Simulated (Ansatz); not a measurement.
Total density of states per atom from r²SCAN (plane waves, PAW; program Ansatz), in 0.25 eV bins, energy from the valence-band maximum:

(E (eV), states/eV/atom): (-7.85, 0.00); (-7.60, 0.00); (-7.35, 0.00); (-7.10, 0.00); (-6.85, 0.00); (-6.60, 0.00); (-6.35, 0.00); (-6.10, 0.00); (-5.85, 0.00); (-5.60, 0.00); (-5.35, 0.08); (-5.10, 0.28); (-4.85, 0.24); (-4.60, 0.38); (-4.35, 0.73); (-4.10, 0.70); (-3.85, 0.47); (-3.60, 0.80); (-3.35, 1.02); (-3.10, 0.22); (-2.85, 0.25); (-2.60, 0.53); (-2.35, 0.47); (-2.10, 0.50); (-1.85, 0.73); (-1.60, 1.32); (-1.35, 0.71); (-1.10, 1.14); (-0.85, 1.04); (-0.60, 1.40); (-0.35, 0.93); (-0.10, 0.48); (0.15, 0.00); (0.40, 0.00); (0.65, 0.00); (0.90, 0.00); (1.15, 0.00); (1.40, 0.00); (1.65, 0.00); (1.90, 0.00); (2.15, 0.00); (2.40, 0.00); (2.65, 0.19); (2.90, 0.69); (3.15, 0.98); (3.40, 0.53); (3.65, 0.00); (3.90, 0.00); (4.15, 0.00); (4.40, 0.00); (4.65, 0.00); (4.90, 0.00); (5.15, 0.00); (5.40, 0.00); (5.65, 0.01); (5.90, 0.04); (6.15, 0.06); (6.40, 0.15); (6.65, 0.29); (6.90, 0.33); (7.15, 0.35)

### Question
Which of these materials gives this?
A) CuO, Cccm (Cu on 4e, O on 4b)
B) Na2CrO4, Cmcm (Pearson symbol oS28)
C) Ba2MgMoO6, Fm-3m (Ba on 8c, Mg on 4b, Mo on 4a, O on 24e)
D) ZnO, wurtzite

### Answer
C, Ba2MgMoO6, Fm-3m (Ba on 8c, Mg on 4b, Mo on 4a, O on 24e). Top 1 eV of the valence band: O 2p 96 %. Bottom 1 eV of the conduction band: Mo 4d 57 %, O 2p 35 %, outside the projected shells 6 %. Projections are on Löwdin-orthogonalised atomic valence shells; empty p or d shells of many metals are not among them.

The workflow started from a Materials Project entry (that database holds measured and hypothetical structures alike); the Crystallography Open Database copy checked does not list it. Its standing as an ambient phase is unchecked. The r²SCAN relaxation kept the symmetry of its start; its stability against distortions is not shown here. No spin polarisation was allowed. No Hubbard U is applied. Spin–orbit coupling is left out wherever it is not named.

Potentials: the later of the program's two PAW sets.
